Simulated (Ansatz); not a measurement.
HfO$_{2}$:
```xyz
6
Lattice="3.6043 0.0000 0.0000 0.0000 3.6043 0.0000 0.0000 0.0000 5.2646" Properties=species:S:1:pos:R:3 pbc="T T T"
Hf     0.0000     0.0000     0.0000
Hf     1.8022     1.8022     2.6323
O      0.0000     1.8022     1.0175
O      0.0000     1.8022     3.6497
O      1.8022     0.0000     1.6148
O      1.8022     0.0000     4.2471
```

Relaxed with PBE.

**Question.** Which orbitals make up the states near the band edges in PBE (plane waves, PAW; program Ansatz)?

**Answer.** Top 1 eV of the valence band: O 2p 91 %, Hf 5d 6 %. Bottom 1 eV of the conduction band: Hf 5d 86 %, O 2p 10 %. Projections are on Löwdin-orthogonalised atomic valence shells; empty p or d shells of many metals are not among them.

**Question.** Tabulate the density of states.

**Answer.** States/eV per cell of 6 atoms, in 0.25 eV bins, energy from the valence-band maximum.

```csv
E (eV),total,O 2p,Hf 5d,O 2s
-7.85,0.00,0.00,0.00,0.00
-7.60,0.00,0.00,0.00,0.00
-7.35,0.00,0.00,0.00,0.00
-7.10,0.00,0.00,0.00,0.00
-6.85,0.00,0.00,0.00,0.00
-6.60,0.00,0.00,0.00,0.00
-6.35,0.00,0.00,0.00,0.00
-6.10,0.00,0.00,0.00,0.00
-5.85,0.00,0.00,0.00,0.00
-5.60,0.00,0.00,0.00,0.00
-5.35,0.18,0.12,0.05,0.00
-5.10,0.80,0.53,0.20,0.01
-4.85,1.32,0.89,0.31,0.01
-4.60,2.00,1.38,0.44,0.02
-4.35,3.62,2.52,0.91,0.02
-4.10,7.26,5.08,1.93,0.03
-3.85,5.88,4.21,1.42,0.03
-3.60,6.00,4.49,1.15,0.05
-3.35,5.43,4.13,1.02,0.05
-3.10,5.10,4.02,0.77,0.07
-2.85,4.32,3.46,0.60,0.06
-2.60,3.46,2.86,0.40,0.04
-2.35,2.57,2.10,0.30,0.05
-2.10,2.90,2.40,0.33,0.06
-1.85,4.58,3.85,0.49,0.07
-1.60,5.50,4.70,0.56,0.06
-1.35,5.84,5.03,0.58,0.05
-1.10,6.89,5.98,0.68,0.05
-0.85,6.15,5.40,0.55,0.04
-0.60,5.49,4.97,0.35,0.04
-0.35,7.17,6.67,0.31,0.04
-0.10,3.52,3.36,0.08,0.02
0.15,0.00,0.00,0.00,0.00
0.40,0.00,0.00,0.00,0.00
0.65,0.00,0.00,0.00,0.00
0.90,0.00,0.00,0.00,0.00
1.15,0.00,0.00,0.00,0.00
1.40,0.00,0.00,0.00,0.00
1.65,0.00,0.00,0.00,0.00
1.90,0.00,0.00,0.00,0.00
2.15,0.00,0.00,0.00,0.00
2.40,0.00,0.00,0.00,0.00
2.65,0.00,0.00,0.00,0.00
2.90,0.00,0.00,0.00,0.00
3.15,0.00,0.00,0.00,0.00
3.40,0.00,0.00,0.00,0.00
3.65,0.00,0.00,0.00,0.00
3.90,0.00,0.00,0.00,0.00
4.15,0.00,0.00,0.00,0.00
4.40,0.00,0.00,0.00,0.00
4.65,0.03,0.00,0.02,0.00
4.90,0.54,0.06,0.44,0.00
5.15,4.25,0.37,3.67,0.06
5.40,8.05,0.78,6.91,0.11
5.65,8.48,0.92,7.24,0.07
5.90,10.06,1.36,8.31,0.08
6.15,0.59,0.13,0.43,0.01
6.40,0.03,0.00,0.01,0.01
6.65,0.11,0.01,0.02,0.03
6.90,0.23,0.02,0.06,0.06
7.15,5.89,0.37,3.96,0.84
7.40,4.99,0.46,3.18,0.63
7.65,4.24,0.48,2.66,0.49
7.90,3.41,0.44,2.17,0.36
8.15,2.25,0.33,1.46,0.21
8.40,2.33,0.40,1.54,0.18
8.65,3.70,0.70,2.50,0.20
8.90,5.35,1.13,3.59,0.17
9.15,5.32,1.21,3.37,0.16
9.40,4.39,1.06,2.64,0.12
```

Space group P4_2/nmc. This is a known high-temperature phase of the composition, computed here at zero pressure and temperature. The cell was relaxed with PBE under the symmetry of its start; its stability against distortions is not shown here. The run is not spin-polarised. Spin–orbit coupling is left out wherever it is not named.

Potentials: the later of the program's two PAW sets.
